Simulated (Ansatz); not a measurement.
SiB₂Mo₂:
```cif
data_B4Mo4Si2
_chemical_formula_sum 'Si2 Mo4 B4'
_space_group_name_H-M_alt 'Cmmm'
_space_group_IT_number 65
_space_group_name_Hall '-C 2 2'
_cell_length_a 3.04533
_cell_length_b 11.08386
_cell_length_c 3.11349
_cell_angle_alpha 90.000
_cell_angle_beta 90.000
_cell_angle_gamma 90.000
loop_
_atom_site_label
_atom_site_type_symbol
_atom_site_symmetry_multiplicity
_atom_site_Wyckoff_symbol
_atom_site_fract_x
_atom_site_fract_y
_atom_site_fract_z
_atom_site_occupancy
Si1 Si 2 a 0.00000 0.00000 0.00000 1
Mo1 Mo 4 j 0.50000 0.13657 0.50000 1
B1 B 4 i 0.00000 0.20688 0.00000 1
```
(The calculation used a cell of 5 atoms; values per cell refer to that cell.)

Relaxed with PBEsol.

**Question.** Decompose the optical modes at the zone centre into irreducible representations, and say which are infrared and Raman allowed.

**Answer.** Point group mmm: Γ_opt = 2Ag + 2B1g + 2B1u + 2B2u + 2B3g + 2B3u. Infrared: B1u, B2u, B3u. Raman: Ag, B1g, B3g.

**Question.** Assign frequencies (DFPT, DFT-PBEsol in the program Ansatz with PAW potentials).

**Answer.** B3g 140, B1g 178, B3u 249, B1u 255, Ag 267, B2u 308, B3u 488, B2u 502, B3g 520, B1u 533, Ag 594, B1g 794 cm⁻¹.

Subscripts of B labels follow the axes of the standard setting.

The start of the workflow was typed in or built on a structure type; neither database checked (COD, Materials Project) lists it. Its standing as an ambient phase is unchecked. Symmetry was held in the PBEsol relaxation; whether a distortion lowers the energy is not shown. No spin polarisation was allowed. As this level gives no gap, phonon frequencies hold no LO–TO term and depend on the k-mesh and smearing (Fermi–Dirac, 0.1 eV here).

Potentials: the earlier of the program's two PAW sets. The files were generated under PBE; for other functionals the program regenerates the frozen cores, and for LDA and PBEsol the local potential too.
